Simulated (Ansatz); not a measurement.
Ir:
```
CELL_PARAMETERS angstrom
      2.57098     0.00000     0.00000
      0.00000     2.57098     0.00000
      0.00000     0.00000     2.57098
ATOMIC_POSITIONS crystal
  Ir 0.00000 0.00000 0.00000
```

Relaxed with PBE. Special points in fractions of this cell's reciprocal vectors: Γ (0.000, 0.000, 0.000); X (0.000, 0.500, 0.000); M (0.500, 0.500, 0.000); R (0.500, 0.500, 0.500).

Problem. List the band energies nearest the Fermi level at these points for the program Ansatz at the PBE level (PAW).

Solution. In eV from the Fermi level; about four levels below and three above (degenerate sets whole), none deeper than 8.9 eV; … stands for higher levels left out; points with the same levels are listed once.

```tsv
k	below	above
Γ	-5.90 -5.90	…
X	-5.19 -1.42 -1.42 -0.87	…
M	-6.33 -4.65 -0.91 -0.91	3.37 …
R	-5.10 -5.10 -5.10	3.56 3.56 …
```

Space group Pm-3m (simple cubic). The cell is a constructed one: a structure type filled with these elements; neither database checked (COD, Materials Project) lists it. It is not the phase usual at ambient conditions (space group No. 225). Symmetry was held in the PBE relaxation; its stability against distortions is not shown here. No spin polarisation was allowed. Scalar-relativistic: spin–orbit coupling is off unless named, which matters more the heavier the elements.

Potentials: the later of the program's two PAW sets.
